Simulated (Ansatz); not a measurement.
**Question.** Ga (α-Ga, Cmce) is relaxed with LDA in the plane-wave PAW code Ansatz. What lattice parameters of the conventional cell result?

**Answer.** a = 4.425 Å, b = 7.492 Å, c = 4.433 Å.

**Question.** Give the free coordinates with the occupied sites.

**Answer.** In one choice of origin and axes:

```
atom  site  symmetry       x       y       z
----  ----  --------  ------  ------  ------
Ga      8f       m..  0.0000  0.3441  0.4153
```

The LDA relaxation kept the symmetry of its start; of distortions, only those at the zone centre were tested. Axis ratios of metals converge slowly with the k-mesh, so a and c are less sure than the volume.

Potentials: the earlier of the program's two PAW sets.
